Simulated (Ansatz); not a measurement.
CsGeI₃ in space group P6_3/mmc (No. 194; Cs on 2d, Ge on 2a, I on 6h) at seven volumes, plane-wave PAW PBE (Ansatz code), shape and atoms relaxed at each. One row is withheld.

```
V (Å³/atom)  P (GPa)
-----------  -------
41.193          1.15
42.551          0.68
43.908             ?
45.266          0.00
46.624         -0.24
47.982         -0.43
49.340         -0.56
```

Task: Fit the shown pressures and predict the withheld one.

Result: P = (3/2)B₀(x^(7/2) − x^(5/2))[1 + (3/4)(B′ − 4)(x − 1)] with x = (V₀/V)^(2/3). Least squares on the six rows gives V₀ = 45.255 Å³/atom, B₀ = 8.9 GPa, B′ = 6.95. At V = 43.908, x = 1.0203 and P = 0.30 GPa. The run itself gave 0.31 GPa.

The cell is a constructed one: a structure type filled with these elements; neither database checked (COD, Materials Project) lists it. COD files the formula under space group No. 160, so this cell is another polymorph or a model. Its standing as an ambient phase is unchecked. The cell was relaxed with PBE under the symmetry of its start; its stability against distortions is not shown here. Spin–orbit coupling is left out wherever it is not named.

Potentials: the later of the program's two PAW sets.
